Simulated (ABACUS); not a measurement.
## Small calculations from the output for a model cell of Rh (P6_3/mmc, 2 atoms in the cell; prototype structure)

```
Rh
1.0
    2.69218     0.00000     0.00000
   -1.34609     2.33150     0.00000
    0.00000     0.00000     4.37101
Rh
2
Direct
  0.33333   0.66667   0.25000
  0.66667   0.33333   0.75000
```

Method: LDA (PW92), numerical atomic orbitals DZP (confined pseudo-atomic orbitals with Gaussian additions; energy shift 0.003 Ry), PseudoDojo 0.4 standard norm-conserving LDA (tails mended) pseudopotentials in ABACUS 3.10.1.

Main settings: basis = DZP numerical atomic orbitals, energy shift 0.003 Ry; KPT = Gamma 14 14 8 0 0 0; basis_type = lcao; dft_functional = PWLDA; ecutwfc = 100 Ry; smearing_method = fd; smearing_sigma = 0.00734986 Ry; potentials = PseudoDojo 0.4 standard norm-conserving LDA (tails mended).

The cell was set up from a structure prototype or typed lattice constants and was not relaxed beforehand at this level. The atom-centred basis is finite, which shifts total energies and pressures against plane waves.

With Fermi-Dirac occupations of width kT = 0.1000 eV the run gave E = -6384.5866 eV and F = E − TS = -6384.6965 eV for the cell.

**Question.** Extrapolate the energy to zero width, and estimate the density of states at the Fermi level.

**Answer.** TS = E − F = 0.1099 eV. To second order in the width E rises and F falls by the same amount, so E(0) ≈ (E + F)/2 = -6384.6416 eV. The Sommerfeld expansion gives TS = (π²/3) g (kT)², so g ≈ 3 × 0.1099/(π² × 0.1000²) = 3.34 states/eV for the cell, 1.67 an atom (both spins). This g is a mean over a few kT around the Fermi level on this mesh. It implies a bare coefficient γ = (π²/3) k_B² g = 2.357 × 1.67 = 3.9 mJ/(mol K²) for a mole of atoms, without any enhancement by phonons or spin fluctuations.

The atomic orbitals were generated for these runs; they are not ABACUS's published sets and were checked against plane waves on a few crystals only.

“Tails mended”: in these copies of the files the far tail of each local potential was reset to the Coulomb form.
